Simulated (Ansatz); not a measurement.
A geometry of Nb away from equilibrium: step 2 of the relaxation of a relaxed Nb cell displaced along its unstable phonon at q = (0, 0, ½) of its primitive reciprocal cell (69i cm⁻¹), largest move 0.15 Å. Computed with PBEsol (plane waves to 420 eV, PAW, scalar-relativistic; Ansatz, an electronic-structure program). Γ-centred k-mesh 13×13×2 on the run's cell (coarser than for final values), Fermi–Dirac smearing 0.05 eV.

```
Nb
1.0
    2.85033     0.00000     0.00000
   -1.42517     2.45880     0.02221
    0.00000     0.18920    20.54189
Nb
8
Direct
  0.05501   0.11002   0.99961
  0.94495   0.88989   0.50039
  0.00006   0.00011   0.25000
  0.99989   0.99977   0.75000
  0.30321   0.60642   0.12369
  0.39602   0.79203   0.62342
  0.69674   0.39347   0.37631
  0.60413   0.20827   0.87658
```

### Question
Which atoms carry the largest force, and which way does it point?

### Answer
0.35 eV/Å, on Nb6, Nb8 (atoms numbered as listed); on Nb6 its components are (0.00, 0.35, 0.05).

### Question
What is the pressure?

### Answer
+0.1 GPa, compression positive.

### Question
How much energy per atom can still be gained by relaxing?

### Answer
0.27 eV/atom; the path ends in Im-3m (No. 229) (bcc (W type)).

No spin polarisation in the result.

The run could not lose the symmetry of its start.

Of the parent cell (P6₃/mmc (No. 194)): it is a generated cell of Nb: the first start was made by placing the elements on the sites of a structure type, and the end was not matched to a known phase here, so it may be hypothetical. Known forms of Nb include space group No. 229.
